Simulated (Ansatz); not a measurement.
An elastic tensor (GPa, Voigt order, standard axes) from DFT-PBE in the program Ansatz with PAW potentials:

```
723  125  125  0.0  0.0  0.0
125  723  125  0.0  0.0  0.0
125  125  723  0.0  0.0  0.0
0.0  0.0  0.0  178  0.0  0.0
0.0  0.0  0.0  0.0  178  0.0
0.0  0.0  0.0  0.0  0.0  178
```

Which of these materials gives this?
A. TaC, rock salt
B. KF, rock salt
C. SnGe, rock salt
D. PbSe, rock salt

A, TaC, rock salt

Space group Fm-3m (rock salt). The PBE relaxation kept the symmetry of its start; phonons on a q-mesh show no instability. The run is not spin-polarised. As this level gives no gap, shear constants depend on the k-mesh and smearing (Fermi–Dirac, 0.1 eV here). Spin–orbit coupling is left out wherever it is not named.

Potentials: the later of the program's two PAW sets.
